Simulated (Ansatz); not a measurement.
Space group P4/mmm (No. 123). a = 4.167 Å, b = 4.167 Å, c = 11.784 Å, α = 90.00°, β = 90.00°, γ = 90.00°
| atom | site | symmetry | x | y | z |
| --- | --- | --- | --- | --- | --- |
| Sn | 2g | 4mm | 0.0000 | 0.0000 | 0.7520 |
| Sn | 1c | 4/mmm | 0.5000 | 0.5000 | 0.0000 |
| Pb | 1d | 4/mmm | 0.5000 | 0.5000 | 0.5000 |
| S | 1a | 4/mmm | 0.0000 | 0.0000 | 0.0000 |
| S | 2h | 4mm | 0.5000 | 0.5000 | 0.2457 |
| S | 1b | 4/mmm | 0.0000 | 0.0000 | 0.5000 |

Equation of state of this Sn3PbS4 structure (not necessarily the ground state), with shape and atoms relaxed at each volume where symmetry leaves them free. Level of theory: DFT PBE, scalar-relativistic, plane waves, PAW in Ansatz 0.2.0.

Plane waves to 420 eV, a k mesh through Γ of 8×8×4 on the computed 8-atom cell and Gaussian smearing (0.01 eV); no spin polarisation.

```
V (Å³/atom)  E − E(largest V) (meV/atom)  P (GPa)  gap on mesh (eV)
     22.508                        39.03     8.78              0.02
     23.275                         3.64     6.06              0.06
     24.043                       -19.61     3.71              0.13
     24.810                       -32.44     1.69              0.20
     25.577                       -36.30    -0.04              0.12
     26.344                       -32.48    -1.50              0.00
     27.112                       -22.26    -2.75              0.04
     28.135                         0.00    -4.17              0.02
```

Q: Fit a third-order Birch–Murnaghan equation, E = E0 + (9V0B0/16)·[(x − 1)³B0' + (x − 1)²(6 − 4x)] with x = (V0/V)^(2/3), to E(V).

A: V0 = 25.56 Å³/atom, B0 = 53 GPa, B0' = 4.2.

Spin-orbit coupling is left out, which matters for the bands of heavy elements.

The cell was found from a structure generator's guess, not taken from experiment.
